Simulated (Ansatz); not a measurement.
Level of theory: DFT PBE, scalar-relativistic, plane waves, PAW, and for the lanthanide a 4f-in-core norm-conserving potential (Ansatz). All cells share a 690 eV cutoff and Γ-centred k meshes spaced at most about 0.3 Å⁻¹ (about 0.25 or finer for metals, 2π included). No spin polarisation in the final relaxations.

Temperature and zero-point effects are left out.

Two forms of NaTbC were relaxed alike.

1. Space group P-6m2 (No. 187), hexagonal, a = 3.993 Å, c = 5.414 Å. Around Na lie 6 C at 3.56 Å, 6 Tb at 3.56 Å and 6 Na at 3.99 Å; Tb is surrounded by 3 C at 2.31 Å, 6 Na at 3.56 Å and 6 Tb at 3.99 Å; around C lie 3 Tb at 2.31 Å and 6 Na at 3.56 Å.

2. Space group P6_3/mmc (No. 194), hexagonal, a = 4.475 Å, c = 5.516 Å. Na is surrounded by 2 Na at 2.76 Å, 6 C at 2.93 Å and 6 Tb at 2.93 Å; around Tb lie 3 C at 2.58 Å, 2 C at 2.76 Å, 6 Na at 2.93 Å and 6 Tb at 3.78 Å; C has 3 Tb at 2.58 Å, 2 Tb at 2.76 Å and 6 Na at 2.93 Å.

Question: Which form is favoured at zero pressure, and by what margin per atom?

Answer: Cell 2 is lower, by 201 meV/atom. Cell 1 has space group P-6m2 (No. 187), 24.9 Å³/atom and no gap on its mesh; cell 2 has space group P6_3/mmc (No. 194), 15.9 Å³/atom and no gap. Counting C atoms around Na and Tb (those within 1.25 times the shortest such distance or 1.15 times the sum of covalent radii; the shortest distance is added where it is long for a bond), cell 1 has Na 6 from 3.6 Å, Tb 3 and cell 2 has Na 6 from 2.9 Å, Tb 5. The denser one is the lower, and pressure would at first widen the difference. Even the lower one lies +0.34 eV/atom against the reference forms of the elements (uncorrected), so neither is stable at this level. Both come from invented guesses.

Cells relaxed within their symmetry can be saddle points.

The lanthanide is trivalent by construction, without f bands, f moments or other valences.
